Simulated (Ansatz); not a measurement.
A relaxed cell of In₅Sb is given with its symmetry left out. The cell was found from a structure generator's guess, not taken from experiment.

Method: DFT PBE, scalar-relativistic, plane waves, PAW (Ansatz). Cutoff 420 eV, Γ-centred mesh, Gaussian smearing, no spin polarisation.

```
CELL_PARAMETERS angstrom
0.00000 4.43679 4.43679
4.43679 0.00000 4.43679
4.43679 4.43679 0.00000
ATOMIC_POSITIONS crystal
In 0.50000 0.50000 0.50000
In 0.37431 0.87523 0.87523
In 0.87523 0.37431 0.87523
In 0.87523 0.87523 0.37431
In 0.87523 0.87523 0.87523
Sb 0.25000 0.25000 0.25000
```

The zero of energy is the elements' standard structures at the same level; no fitted shifts are applied.

Task: Find its symmetry and describe it.

Result: F-43m (No. 216). Conventional cell: a = 8.874 Å. Around In on a site of symmetry -43m lie 12 In at 3.68 Å and 4 Sb at 3.84 Å; In on a site of symmetry 3m is surrounded by 6 In at 3.13–3.14 Å, 3 Sb at 3.68 Å and 3 In at 3.68 Å; Sb has 16 In at 3.68–3.84 Å.

Task: How far does it lie from the elements in energy?

Result: +0.14 eV/atom. It can't be a ground state, since the elements alone are lower.

Task: Is it a metal?

Result: Yes, bands cross the Fermi level on the 8×8×8 mesh.

The last run used an 8×8×8 mesh for its 6-atom cell and Gaussian smearing of 0.10 eV. Spin–orbit coupling, which can matter for Sb, is left out. A structure relaxed within its symmetry needn't be a true minimum. Another cell of In5Sb relaxed alike, in P-62m, lies 121 meV/atom lower, so this cell isn't the stable form at this level.
